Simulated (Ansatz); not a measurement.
One crystal and one scan (energy over volume and axial ratio) at two levels, PBE (plane waves to 420 eV, PAW, scalar-relativistic; Ansatz, a program for electronic structure) and r2SCAN (plane waves to 500 eV, PAW, scalar-relativistic; Ansatz), each from its own relaxed cell and on its own mesh. The cell shown is that of PBE.

TiN (rock salt)

```yaml
crystal:
  lattice:
    - [0.00000, 2.12346, 2.12346]
    - [2.12346, 0.00000, 2.12346]
    - [2.12346, 2.12346, 0.00000]
  atoms:
    - { symbol: N, position: [0.00000, 0.00000, 0.00000] }
    - { symbol: Ti, position: [0.50000, 0.50000, 0.50000] }
```

The relaxed cell is deformed in two ways at once: its volume V is scaled, and at that volume it is stretched along z (the c axis of the conventional cell) so that c/a changes. Fractional atomic positions are held.

The energy includes the smearing's −TS. TiN is run without spin polarisation. TiN was relaxed with its symmetry unable to fall. With partly filled bands, the response to shear is sensitive to the k mesh, so small differences along c/a are uncertain. Percentages come from the unrounded values. Both scans cover V/V₀ from 0.960 to 1.040 and (c/a)/(c/a)₀ from 0.960 to 1.040.

```
quantity                                                       PBE  r2SCAN     PBE − r2SCAN
-----------------------------------------------------------  -----  ------  ---------------
Lattice constant a (Å)                                       4.247   4.233  +0.014 (+0.3 %)
Shear modulus C′ = (C11 − C12)/2 (fit, atoms clamped) (GPa)    220     235       -15 (-6 %)
```

PBE gives the higher value for: lattice constant a. PBE gives the lower value for: shear modulus C′. Neither level is exact: the differences show how much the result hangs on the functional.

(Under strain, the slope of the energy per volume gives the stress and its curvature an elastic modulus.)
